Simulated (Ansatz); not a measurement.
## Cu₃Pd: elastic constants from stress and strain

```xyz
4
Lattice="3.7220 0.0000 0.0000 0.0000 3.7220 0.0000 0.0000 0.0000 3.7220" Properties=species:S:1:pos:R:3 pbc="T T T"
Cu    0.0000    1.8610    1.8610
Cu    1.8610    0.0000    1.8610
Cu    1.8610    1.8610    0.0000
Pd    0.0000    0.0000    0.0000
```

Atoms are numbered in the order listed.

The cell comes from COD entry 1524619, which wasn't checked; take it as a given geometry. It differs from other determinations.

Spin polarisation is left out, and whether a magnetic state lies lower isn't shown here.

Method: DFT, PBEsol, all-electron LAPW, scalar-relativistic in Ansatz 0.2.0.

The runs use a Γ-centred 9×9×9 k mesh, Fermi–Dirac smearing of 0.05 eV, basis error target 0.5 meV/atom, no spin polarisation.

The unstrained cell is at -8.39 GPa. Large strains and very small stresses are left out. Each strain is applied once, with fractional coordinates held (clamped ions), and σ below is the change of stress, positive in tension. One finite strain gives stress–strain coefficients at this pressure with an error of the order of the strain times third-order constants, a few per cent for each per cent of strain. In a metal the k mesh adds noise of tens of per cent to soft shears.

Question: Estimate the stiffness probed by this change, and the stress that it gives: equal xy, yz and zx engineering shear strains of -1 %.

Answer: σxy = -0.69 GPa and γxy = 2εxy = -0.0100, so C44 (clamped ions) = σxy/γxy = 69 GPa.

Question: Estimate the stiffness probed by this change, and the stress that it gives: equal xy, yz and zx engineering shear strains of +1 %.

Answer: σxy = 0.69 GPa and γxy = 2εxy = 0.0100, so C44 (clamped ions) = σxy/γxy = 69 GPa.
